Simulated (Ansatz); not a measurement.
**Relaxing an invented BeAl6 structure**

The calculation used Ansatz, DFT PBE, scalar-relativistic, plane waves, PAW. Cutoff 420 eV, Gaussian smearing, Γ-centred meshes. Cell and atoms relax first on a coarse mesh and then on a finer one. In between, the cell is made exact in the group found at 0.06 Å. In metals the finer mesh still leaves noise of several meV/atom or more. The steps can't lower the symmetry of their start. No spin polarisation.

The cell of BeAl6 is invented: random cell by space group and Wyckoff sites (Cmmm, No. 65). Lengths were set from tabulated atomic sizes, so they are only a guess.

```cif
data_structure
_symmetry_space_group_name_H-M 'P 1'
_symmetry_Int_Tables_number 1
_cell_length_a 4.7055
_cell_length_b 4.7055
_cell_length_c 4.8428
_cell_angle_alpha 90.000
_cell_angle_beta 90.000
_cell_angle_gamma 111.700
_cell_volume 99.63
loop_
_atom_site_label
_atom_site_type_symbol
_atom_site_fract_x
_atom_site_fract_y
_atom_site_fract_z
_atom_site_occupancy
Be1 Be 0.50000 0.50000 0.50000 1
Al1 Al 0.00323 0.67575 0.00000 1
Al2 Al 0.99677 0.32425 0.00000 1
Al3 Al 0.67575 0.00323 0.00000 1
Al4 Al 0.32425 0.99677 0.00000 1
Al5 Al 0.87506 0.12494 0.50000 1
Al6 Al 0.12494 0.87506 0.50000 1
```

The zero of energy is the elements' standard structures at the same level; no fitted shifts are applied.

Task: Where does the relaxation end?

Result: The symmetry stays Cmmm (No. 65). The volume per atom grows by 19.0 %, from 14.2 to 16.9 Å³. The shortest distance goes from 1.64 Å (Al–Al) to 2.61 Å (Al–Al). The energy falls by about 4.5 eV/atom (the start's value is from the coarse mesh). The end is written in a standard setting, so origin, axes and order of atoms can differ from the start's. Conventional cell: a = 5.629 Å, b = 11.234 Å, c = 3.751 Å. Around Be lie 10 Al at 2.70–2.71 Å; Al on a site of symmetry m is surrounded by 8 Al at 2.61–3.01 Å and 2 Be at 2.70 Å; around Al on a site of symmetry m2m lie 1 Be at 2.71 Å and 10 Al at 2.75–2.83 Å.

```
Be Al
1.0
     2.81426   -5.61714    0.00000
     2.81426    5.61714    0.00000
     0.00000    0.00000    3.75095
Be Al
1 6
Direct
  0.50000 0.50000 0.50000
  0.87083 0.63843 0.00000
  0.12917 0.36157 0.00000
  0.63843 0.87083 0.00000
  0.36157 0.12917 0.00000
  0.74148 0.25852 0.50000
  0.25852 0.74148 0.50000
```

Task: Give its energy and gap.

Result: The energy over the elements is +0.18 eV/atom and the gap on the 8×8×10 mesh of the 7-atom cell is 0 eV (a metal).

The separate elements lie lower, so it is unstable against them.

The last run used Gaussian smearing of 0.10 eV. A structure relaxed within its symmetry needn't be a true minimum. In all, the 3 runs took 80 s on 1 thread of INTEL(R) XEON(R) PLATINUM 8581C CPU @ 2.10GHz (Emerald Rapids), with other jobs on the host.
